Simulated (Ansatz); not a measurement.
Method: DFT PBE, scalar-relativistic, plane waves, PAW (Ansatz). Settings: cutoff 420 eV, Γ-centred meshes spaced at most about 0.3 Å⁻¹, and about 0.25 Å⁻¹ or finer for metals (2π included), Gaussian smearing. No spin polarisation in the final relaxations.

Temperature and zero-point effects are left out.

Two forms of Be2ZnSe3 were relaxed alike.

A.

```cif
data_structure
_symmetry_space_group_name_H-M 'P1'
_symmetry_Int_Tables_number 1
_cell_length_a 3.6787
_cell_length_b 6.4391
_cell_length_c 10.3006
_cell_angle_alpha 85.204
_cell_angle_beta 87.051
_cell_angle_gamma 82.372
_cell_volume 240.79
loop_
_atom_site_label
_atom_site_type_symbol
_atom_site_symmetry_multiplicity
_atom_site_Wyckoff_symbol
_atom_site_fract_x
_atom_site_fract_y
_atom_site_fract_z
_atom_site_occupancy
Be1 Be 1 a 0.28642 0.33518 0.93947 1
Be2 Be 1 a 0.26333 0.06298 0.58338 1
Be3 Be 1 a 0.66619 0.16709 0.27917 1
Be4 Be 1 a 0.67887 0.84402 0.79425 1
Zn1 Zn 1 a 0.05982 0.64253 0.39675 1
Zn2 Zn 1 a 0.06321 0.88285 0.07700 1
Se1 Se 1 a 0.78772 0.25807 0.06416 1
Se2 Se 1 a 0.82783 0.84750 0.57805 1
Se3 Se 1 a 0.14543 0.26550 0.38882 1
Se4 Se 1 a 0.20240 0.68909 0.88870 1
Se5 Se 1 a 0.55224 0.82316 0.25070 1
Se6 Se 1 a 0.46654 0.18201 0.75955 1
```

B.

```cif
data_structure
_symmetry_space_group_name_H-M 'Cmmm'
_symmetry_Int_Tables_number 65
_cell_length_a 6.1821
_cell_length_b 11.1979
_cell_length_c 3.3584
_cell_angle_alpha 90.000
_cell_angle_beta 90.000
_cell_angle_gamma 90.000
_cell_volume 232.49
loop_
_atom_site_label
_atom_site_type_symbol
_atom_site_symmetry_multiplicity
_atom_site_Wyckoff_symbol
_atom_site_fract_x
_atom_site_fract_y
_atom_site_fract_z
_atom_site_occupancy
Be1 Be 4 f 0.75000 0.25000 0.50000 1
Zn1 Zn 2 a 0.00000 0.00000 0.00000 1
Se1 Se 4 i 0.00000 0.20607 0.00000 1
Se2 Se 2 c 0.50000 0.00000 0.50000 1
```

Question: Which would you expect to be lower, and how large is the difference?

Answer: A is lower, by 0.60 eV/atom. A has space group P1 (No. 1), 20.1 Å³/atom and a gap of 0.91 eV on its mesh; B has space group Cmmm (No. 65), 19.4 Å³/atom and no gap. Counting Se atoms around Be and Zn (those within 1.25 times the shortest such distance or 1.15 times the sum of covalent radii), A has Be 4, Zn 4 and B has Be 4, Zn 2. The lower one is the more open, so pressure narrows the difference. Both come from invented guesses.

Kohn–Sham gaps at this level usually fall short of measured ones. Cells relaxed within their symmetry can be saddle points. The P1 cell of Be2ZnSe3 came from shaking the Cmmm one.
